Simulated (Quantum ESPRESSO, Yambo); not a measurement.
For Rb2PtH6 (space group Fm-3m, No. 225), Yambo gives the independent-particle static dielectric constant along x as 3.43 on LDA bands and 2.83 after a scissor of 2.50 eV widens every gap (4×4×4 mesh, 110 bands, 3 Ry local-field block, 0.2 eV broadening).

Task: A scissor keeps the position matrix elements. In a one-oscillator model, how does ε − 1 scale, and what mean transition energy do the two values imply?

Result: Each transition adds |r|²/E to ε − 1, so ε − 1 ∝ 1/(E0 + Δ). Then (2.83 − 1)/(3.43 − 1) = E0/(E0 + Δ) = 0.753, and E0 = Δ(ε' − 1)/(ε − ε') = 7.6 eV. The computed Im ε, weighted by 1/E up to 20 eV, has its mean at 8.4 eV; the smallest direct LDA gap is 3.78 eV. The scissor comes from a G0W0 run whose convergence isn't established. Convergence of the RPA response with its 4×4×4 mesh was not tested.

Bands from Quantum ESPRESSO.

Spin-orbit coupling is not included.

Geometry of the Materials Project entry, not relaxed at this level; primitive cell a = b = c = 6.0257 Å, α = β = γ = 60.00°.

The structure is a Materials Project entry; no match was found in the copy of COD used, and its stability was not checked.
